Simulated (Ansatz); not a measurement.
Computed properties of InAs

InAs:
```
InAs
1.0
    3.57376     0.00000     0.00000
    0.00000     3.57376     0.00000
    0.00000     0.00000     3.57376
In As
1 1
Direct
  0.00000   0.00000   0.00000
  0.50000   0.50000   0.50000
```

Space group Pm-3m (No. 221), CsCl type; conventional cell a = 3.5738 Å, b = 3.5738 Å, c = 3.5738 Å, α = 90.00°, β = 90.00°, γ = 90.00°.

Method: DFT-PBE in the program Ansatz with PAW potentials. The cell and atoms are relaxed at this level. Other levels are named where they apply.

**Cell and energy**

| Quantity | Result |
|---|---|
| Volume per atom | 22.82 Å³ |
| Density | 6.90 g/cm³ |
| Formation energy from the elements (no fitted shifts) | 0.18 eV/atom |

**Electronic structure**

| Item | Value |
|---|---|
| Electronic character | metallic (no gap) |
| Density of states at the Fermi level | 0.59 states/eV per atom (mean over ±0.08 eV) |
| Gap with spin–orbit coupling | none (metallic) |

**Mechanics**

| Quantity | Result |
|---|---|
| Bulk modulus (Birch–Murnaghan fit) | 56.7 GPa |
| Pressure derivative B′ | 4.8 |

**Phonons**

| Property | Result |
|---|---|
| Highest zone-centre frequency | 74 cm⁻¹ |
| Zone-centre stability | no imaginary mode at Γ |

**Charges**

| Quantity | Value |
|---|---|
| Bader charges | In +0.53, As -0.53 e |

The cell is a constructed one: a structure type filled with these elements; neither database checked (COD, Materials Project) lists it. It is not the phase usual at ambient conditions (space group No. 216). The PBE relaxation kept the symmetry of its start. As this level gives no gap, phonon frequencies hold no LO–TO term and depend on the k-mesh and smearing (Fermi–Dirac, 0.1 eV here). The references are the lowest solids computed at this level, not always the standard phases. Spin–orbit coupling is left out wherever it is not named.

Potentials: the later of the program's two PAW sets.
